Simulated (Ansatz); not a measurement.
System: AlN (zinc blende type), 2 atoms in the cell.

All numbers below come from PBE, all-electron LAPW, point nucleus (Ansatz 0.2.0 development build).

k-mesh 8×8×8 Γ-centred; Fermi–Dirac smearing of 0.1 eV; no spin polarisation.

```yaml
crystal:
  lattice:
    - [0.00000, 2.20000, 2.20000]
    - [2.20000, 0.00000, 2.20000]
    - [2.20000, 2.20000, 0.00000]
  atoms:
    - { symbol: Al, position: [0.00000, 0.00000, 0.00000] }
    - { symbol: N, position: [0.25000, 0.25000, 0.25000] }
```
Lattice in Å, positions in fractions of it.

What pressure does the calculation give?

The pressure is 0.32 GPa, so at these settings the cell is compressed and would expand.

This cubic structure is a model: it isn't the usual form of the substance at ambient conditions, and such phases are metastable or hypothetical.
